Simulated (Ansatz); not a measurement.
NaF (rock salt)

```
NaF
1.0
    0.00000     2.35078     2.35078
    2.35078     0.00000     2.35078
    2.35078     2.35078     0.00000
F Na
1 1
Direct
  0.00000   0.00000   0.00000
  0.50000   0.50000   0.50000
```

The relaxed cell is deformed in two ways at once: its volume V is scaled, and at that volume it is stretched along z (the c axis of the conventional cell) so that c/a changes. Fractional atomic positions are held.

Level of theory: PBE (plane waves to 420 eV, PAW, scalar-relativistic; Ansatz, a first-principles code). k mesh 12×12×12 (Γ-centred), Fermi-Dirac smearing 0.05 eV. The energy includes the smearing's −TS. NaF was relaxed with its symmetry unable to fall. The relaxed volume of NaF is well above the measured one; the method has no dispersion term. The zero of ΔE is the relaxed starting cell.

Q: Predict the ΔE (eV/atom) at all points of the grid V/V₀ = 0.920, 0.960, 1.000, 1.040, 1.080 by (c/a)/(c/a)₀ = 0.960, 0.980, 1.000, 1.020, 1.040.

A: ΔE (eV/atom), with V/V₀ across and (c/a)/(c/a)₀ down:

```tsv
(c/a)/(c/a)₀ \ V/V₀	0.920	0.960	1.000	1.040	1.080
0.960	0.0181	0.0070	0.0032	0.0054	0.0123
0.980	0.0146	0.0040	0.0008	0.0034	0.0107
1.000	0.0135	0.0031	0.0000	0.0028	0.0101
1.020	0.0145	0.0040	0.0007	0.0033	0.0106
1.040	0.0174	0.0064	0.0027	0.0049	0.0119
```

(Under strain, the slope of the energy per volume gives the stress and its curvature an elastic modulus.)
